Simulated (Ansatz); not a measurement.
A (001) slab of relaxed bulk TiN (Fm-3m, 9.57 Å³/atom, gap on the mesh 0.00 eV), 3 planes in a 3×1 cell with the lowest 1 held; added atoms sit on lattice sites of the next plane. A dipole correction is on. The surface energy is the mean of the held and the free face; step energies are per length and the mean of the stripe's two steps, which run along the cube edge; step and island energies count from the flat slab and bulk atoms.

Method: DFT PBE, scalar-relativistic, plane waves, PAW in Ansatz.

Cutoff 420 eV, Gaussian smearing of 0.10 eV, energies at zero smearing, symmetry of each start kept, no spin polarisation.

| start | atoms | k mesh | surface energy (J/m²) | step energy (meV/Å) |
| --- | --- | --- | --- | --- |
| flat slab | 36 | 3×8×1 | 1.40 | - |
| stripe of 4 atoms | 40 | 3×8×1 | - | 258 |
| stripe of 6 atoms | 42 | 3×8×1 | - | 250 |

Zero in every row: gap on the mesh (eV).

Spin polarisation was left out, and a magnetic state may lie lower.

Small energy differences in metals hang on the k mesh (about 10 mJ/m² or 1 to 2 meV/atom on the mesh of the relaxation).

Cost: 3 runs of about 4.5 core-hours in all, on AMD EPYC (Zen 3) (shared hosts).